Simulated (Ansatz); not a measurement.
Values for one crystal, relaxed and computed with plane-wave PAW PBEsol (Ansatz code); other levels are named.

| Item | Result |
|---|---|
| Volume per atom | 10.55 Å³ |
| Electronic character | metallic (no gap) |
| Bulk modulus (Birch–Murnaghan fit) | 1820 kbar |
| Pressure derivative B′ | 2.6 |
| Highest zone-centre frequency | 939 cm^-1 |
| Zone-centre stability | no imaginary mode at Γ |
| Formation energy from the elements (no fitted shifts) | -0.55 eV/atom |

Problem. Pick the material that matches.
(A) SiRu2, P4/nmm (Ru on 2a, Ru on 2c, Si on 2c)
(B) Si2W, P6_222 (Si on 6j, W on 3d)
(C) Ta2N, P-31m (Ta on 6k, N on 2d, N on 1a)
(D) AlSiCN, P3m1 (Pearson symbol hP8)

Solution. D, AlSiCN, P3m1 (Pearson symbol hP8)

The start of the workflow was typed in or built on a structure type; the Crystallography Open Database copy checked does not list it. Whether it is the stable phase at ambient conditions was not checked. The PBEsol relaxation kept the symmetry of its start. As this level gives no gap, phonon frequencies hold no LO–TO term and depend on the k-mesh and smearing (Fermi–Dirac, 0.1 eV here). The references are the lowest solids computed at this level, not always the standard phases (solids in place of the gases).

Potentials: the earlier of the program's two PAW sets. The files were generated under PBE; for other functionals the program regenerates the frozen cores, and for LDA and PBEsol the local potential too.
